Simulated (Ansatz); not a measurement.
Consider the following.

SiC:
```
SiC
1.0
    3.07263     0.00000     0.00000
   -1.53631     2.66097     0.00000
    0.00000     0.00000     7.03910
Si C
3 3
Direct
  0.00000   0.50000   0.33333
  0.50000   0.50000   0.66667
  0.50000   0.00000   0.00000
  0.00000   0.50000   0.83333
  0.50000   0.50000   0.16667
  0.50000   0.00000   0.50000
```

This is the r²SCAN-relaxed structure. Tensor components refer to the Cartesian frame of this cell.

Task: All from the program Ansatz at the r²SCAN level (PAW), unless another level is named. Give the Young's modulus.

Result: 487 GPa.

Task: What about the piezoelectric stress constants (proper, relaxed ions, C/m²)?

Result: e14 = -0.46, e25 = 0.46.

Space group P6_422. The start of the workflow was typed in or built on a structure type; neither database checked (COD, Materials Project) lists it. It is not the phase usual at ambient conditions (space group No. 186, 216). The cell was relaxed with r²SCAN under the symmetry of its start; its stability against distortions is not shown here. Its formation energy is positive at this level, so the cell may be metastable or incomplete.

Potentials: the later of the program's two PAW sets.
